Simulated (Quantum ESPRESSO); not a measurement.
Si2BO5F, convergence and cost over cutoff and k mesh

A calculation, not a measurement. The program is pw.x of Quantum ESPRESSO 7.5 (plane-wave density functional theory). The cell is made up: 9 atoms on a quartz lattice, with randomly drawn elements, strain and displacements, not relaxed. PseudoDojo standard norm-conserving files (v0.5 for PBE, v0.4.1 for LDA and PBEsol) set the functional; there is no spin polarisation, spin-orbit coupling or dispersion term, and the masses in the input are unused placeholders.

Input of the run in row 2:

```
&control calculation='scf', pseudo_dir='./dojo.nc.sr.pbe.v0_5.standard.upf', outdir='./o', disk_io='medium', tprnfor=.true., tstress=.true. /
&system ibrav=0, nat=9, ntyp=4, nbnd=30, ecutwfc=84.00895049, nosym=.true., tot_charge=0,
 occupations='smearing', smearing='fd', degauss=0.0018374661
/
&electrons conv_thr=7.350e-09, electron_maxstep=60, /
ATOMIC_SPECIES
B 1.0 B.upf
F 1.0 F.upf
O 1.0 O.upf
Si 1.0 Si.upf
CELL_PARAMETERS angstrom
4.9716 0.0 0.0
-2.4858 4.3055 0.0
0.0 0.0 5.4569
ATOMIC_POSITIONS angstrom
Si 2.2763 -0.0511 3.5682
B -1.197 2.1042 1.9155
Si 1.2074 2.1972 0.0464
O 1.3301 1.083 4.2405
O 3.247 0.6649 2.4563
O 2.7507 2.5807 0.5662
O 0.3213 1.7885 1.1599
O -1.1746 3.275 3.0002
F 0.7895 3.7051 4.7286
K_POINTS automatic
5 5 4 1 1 1
```

The same cell was run at these settings. Meshes are shifted by half a step, and differences are from the last row, which is itself not exact.

| cutoff (eV) | k mesh | k points solved | threshold (eV) | free energy less the last row's (eV) | pressure (GPa) | largest stress difference (GPa) | largest force difference (eV/Å) | iterations | wall time (s) | k-point pools | processor |
| --- | --- | --- | --- | --- | --- | --- | --- | --- | --- | --- | --- |
| 800 | 2 x 2 x 2 | 4 | 1e-04 | 0.980 | -16.49 | 9.58 | 0.032 | 9 | 32 | 1 | AMD EPYC, Zen 5 class |
| 1143 | 5 x 5 x 4 | 50 | 1e-07 | 0.002 | -6.97 | 0.02 | 0.001 | 12 | 390 | 1 | AMD EPYC, Zen 5 class |
| 1437 | 7 x 7 x 6 | 147 | 1e-07 | 0.000 | -6.95 | 0.00 | 0.000 | 12 | 228 | 4 | AMD EPYC, Zen 5 class |

Each pool is one process. Wall times include start-up and a band step at six k points, which weighs most on the coarsest meshes. The runs were on shared virtual cores whose load varied, so times are rough.